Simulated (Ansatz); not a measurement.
## Energy landscape of LiFeF₆

3 relaxations of LiFeF6 ended in 3 distinct structures. The numbers are results of r2SCAN (plane waves to 500 eV, PAW, scalar-relativistic; Ansatz, an electronic-structure program), not measurements.

| # | space group | Pearson | type | E − E(lowest) (eV/atom) | V (Å³/atom) | gap (eV, no SOC) | runs ending here | spin order |
|---|---|---|---|---|---|---|---|---|
| 1 | P4₂nm | tP16 | – | 0.000 | 11.44 | 2.10 | 1 | ferromagnetic |
| 2 | P4/mmm | tP8 | – | 0.60 | 15.44 | 0.00 | 1 | ferromagnetic |
| 3 | I4/mmm | tI16 | – | 1.13 | 12.30 | 0.00 | 1 | ferromagnetic |

P4₂nm, tP16, ferromagnetic is the lowest of the structures calculated here.

Space group P4₂nm (No. 102); a = 4.6658 Å, b = 4.6658 Å, c = 8.4091 Å, α = 90.00°, β = 90.00°, γ = 90.00°

```csv
atom,site,symmetry,x,y,z
Li,2a,2.mm,0.0000,0.0000,0.0162
Fe,2a,2.mm,0.0000,0.0000,0.6626
F,4c,..m,0.2654,0.2654,0.6617
F,4c,..m,0.3187,0.3187,0.3146
F,4c,..m,0.3098,0.3098,0.0177
```

Each run could gain symmetry but not lose that of its start, so entries can be saddle points. From databases, or of a type measured for this composition: P4₂nm, tP16, ferromagnetic; the others are generated cells (placed on structure types, drawn at random, substituted or restacked) that were not matched to a known phase here. Each structure is listed in the lowest spin state found for it. Energies are at zero temperature and pressure, without zero-point motion. Spin states reached: ferromagnetic; spin orders were not searched systematically. r2SCAN tends to overstate moments in metals. No Hubbard U is applied. Gaps of cells over 8 atoms come from the SCF mesh and high-symmetry points alone.
